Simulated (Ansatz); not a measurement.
HgTe:
```yaml
crystal:
  lattice:
    - [4.43469, 0.00000, 0.00000]
    - [-2.21734, 3.84055, 0.00000]
    - [0.00000, 0.00000, 10.06413]
  atoms:
    - { symbol: Hg, position: [0.64279, 0.64279, 0.00000] }
    - { symbol: Hg, position: [0.35721, 0.00000, 0.66667] }
    - { symbol: Hg, position: [0.00000, 0.35721, 0.33333] }
    - { symbol: Te, position: [0.54963, 0.54963, 0.50000] }
    - { symbol: Te, position: [0.45037, 0.00000, 0.16667] }
    - { symbol: Te, position: [0.00000, 0.45037, 0.83333] }
```

Relaxed with LDA. Special points in fractions of this cell's reciprocal vectors: Γ (0.000, 0.000, 0.000); M (0.500, 0.000, 0.000); K (0.333, 0.333, 0.000); A (0.000, 0.000, 0.500); L (0.500, 0.000, 0.500); H (0.333, 0.333, 0.500).

### Question
List the band energies nearest the valence-band maximum at these points for DFT-LDA in the program Ansatz with PAW potentials.

### Answer
In eV from the valence-band maximum; about four levels below and three above (degenerate sets whole), none deeper than 8.9 eV; points with the same levels are listed once.

| k | below | above |
|---|---|---|
| Γ | -1.21 -1.21 -0.24 -0.21 -0.21 | 0.39 2.12 2.12 |
| M | -2.42 -1.60 -1.18 -0.96 | 0.34 1.24 1.65 |
| K | -3.12 -3.12 -1.64 -1.10 -1.10 | 0.55 1.45 1.45 |
| A | -1.26 -0.20 -0.20 0.00 | 1.39 1.39 1.99 |
| L | -2.15 -2.13 -1.24 -1.01 | 0.79 1.21 2.33 |
| H | -2.76 -2.76 -2.23 -1.07 | 1.75 2.15 2.15 |

Space group P3_221. The first step of the workflow began from a Materials Project structure, measured or hypothetical; the Crystallography Open Database copy checked does not list it. It is not the phase usual at ambient conditions (space group No. 216). The LDA relaxation kept the symmetry of its start; whether a distortion lowers the energy is not shown. Spin–orbit coupling is left out wherever it is not named.

Potentials: the later of the program's two PAW sets.
